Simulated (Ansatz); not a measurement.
# Trial structures of In₂GeS₂: starts and ends

Method: DFT PBE, scalar-relativistic, plane waves, PAW (Ansatz). Settings: cutoff 420 eV, Γ-centred meshes spaced at most about 0.3 Å⁻¹, and about 0.25 Å⁻¹ or finer for metals (2π included), Gaussian smearing. No spin polarisation in the final relaxations.

Each guess was relaxed in cell and atoms at zero pressure, within the symmetry of its start. Temperature and zero-point effects are left out. Coordination counts Ge or S atoms around In (for each partner element, those within 1.25 times its shortest distance or 1.15 times the sum of covalent radii, where it is the nearest in units of that sum or under 1.3; a plus sign parts groups by distance over the sum of covalent radii; the shortest distance is added where it exceeds 1.18 times the sum of covalent radii).

| guess | made from | start group | V start (Å³/atom) | end group | V end (Å³/atom) | coordination at the end | gap on mesh (eV) | E over the lowest end (meV/atom) |
| --- | --- | --- | --- | --- | --- | --- | --- | --- |
| 1 | Eu2ZnSb2 type | P-6m2 | 26.6 | P-6m2 | 27.1 | In 3+3 from 3.0 Å | 0 | 210 |
| 2 | random cell | I4/mmm | 28.7 | I4/mmm | 24.0 | In 5 | 0 | 314 |
| 3 | La2GeI2 type | P-3m1 | 25.4 | P-3m1 | 26.4 | In 3+3 | 0 | 76 |
| 4 | Na2HfN2 type | P-3m1 | 24.7 | P-3m1 | 24.7 | In 3 | 0 | 0 |
| 5 | La2Cu2I type | P-6m2 | 24.4 | ? | ? | ? | ? | ? |

Guess 5 as it starts:

```
CELL_PARAMETERS angstrom
4.11426 0.00000 0.00000
-2.05713 3.56305 0.00000
0.00000 0.00000 8.32594
ATOMIC_POSITIONS crystal
In 0.33333 0.66667 0.20546
In 0.33333 0.66667 0.79454
Ge 0.00000 0.00000 0.50000
S 0.66667 0.33333 0.00000
S 0.00000 0.00000 0.00000
```

Q: Fill in the missing row: what does this guess relax into, and where does it rank?

A: It ends in space group P-6m2 (No. 187), with a = 4.426 Å, c = 6.803 Å, 23.1 Å³/atom and no gap. It lies 0.57 eV/atom over the lowest end, above guess 2 and so the highest of the set. Counting Ge or S atoms around In, this end has In 9 and the lowest (guess 4) has In 3.

```yaml
crystal:
  lattice:
    - [4.42629, 0.00000, 0.00000]
    - [-2.21314, 3.83328, 0.00000]
    - [0.00000, 0.00000, 6.80329]
  atoms:
    - { symbol: In, position: [0.33333, 0.66667, 0.26407] }
    - { symbol: In, position: [0.33333, 0.66667, 0.73593] }
    - { symbol: Ge, position: [0.00000, 0.00000, 0.50000] }
    - { symbol: S, position: [0.66667, 0.33333, 0.00000] }
    - { symbol: S, position: [0.00000, 0.00000, 0.00000] }
```

The zero of energy is the elements' standard structures at the same level; no fitted shifts are applied.

Q: Is the lowest end bound against the elements?

A: Yes: its formation energy is −0.25 eV/atom. Whether it is stable depends on the other phases of the system, which aren't compared here.

No dispersion correction is applied, so the spacing and binding between layers, chains or molecules are poorly described (P-3m1 at 26.4 Å³/atom), and this can change margins and order among such cells. The reference form of S is held partly by dispersion forces, which this level lacks. Cells relaxed within their symmetry can be saddle points; a later kick test found a lower structure for In2GeS2 P-6m2. A lower structure may well exist outside this small set. Some candidate types were left out of the draw beforehand, so a known form may be missing.
